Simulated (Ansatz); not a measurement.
SrSi:
```xyz
4
Lattice="2.4163 -5.6519 0.0000 2.4163 5.6519 0.0000 0.0000 0.0000 4.0532" Properties=species:S:1:pos:R:3 pbc="T T T"
Sr     2.4163    -1.5638     3.0399
Sr     2.4163     1.5638     1.0133
Si     2.4163    -4.9309     3.0399
Si     2.4163     4.9309     1.0133
```

Relaxed with r²SCAN.

### Question
Give the Bader charges and basin volumes of the independent atoms, DFT-r²SCAN in the program Ansatz with PAW potentials.

### Answer


```
atom  Bader charge (e)  Bader volume (Å³)
----  ----------------  -----------------
Sr1              +1.29               21.4
Si3              -1.29               34.0
```

Space group Cmcm. The workflow started from an entry of the Crystallography Open Database (COD). Its standing as an ambient phase is unchecked. The r²SCAN relaxation kept the symmetry of its start; its stability against distortions is not shown here.

Potentials: the later of the program's two PAW sets.
